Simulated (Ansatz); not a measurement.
MoPt$_{2}$ in space group Immm (No. 71; Mo on 2a, Pt on 4i) at seven volumes, plane-wave PAW LDA (Ansatz code), shape and atoms relaxed at each. One row is withheld.

```
V (Å³/atom)  P (GPa)
-----------  -------
13.297             ?
13.735         23.22
14.174         10.58
14.612          0.00
15.050         -8.84
15.489        -16.21
15.927        -22.34
```

Task: Fit the shown pressures and predict the withheld one.

Result: P = (3/2)B₀(x^(7/2) − x^(5/2))[1 + (3/4)(B′ − 4)(x − 1)] with x = (V₀/V)^(2/3). Least squares on the six rows gives V₀ = 14.612 Å³/atom, B₀ = 322 GPa, B′ = 5.00. At V = 13.297, x = 1.0649 and P = 38.46 GPa. The run itself gave 38.31 GPa.

The workflow started from a Materials Project entry (that database holds measured and hypothetical structures alike); the Crystallography Open Database files this formula in space group No. 71, but the cells were not matched. Its standing as an ambient phase is unchecked. The cell was relaxed with LDA under the symmetry of its start; of distortions, only those at the zone centre were tested. The run is not spin-polarised. Spin–orbit coupling is left out wherever it is not named.

Potentials: the later of the program's two PAW sets.
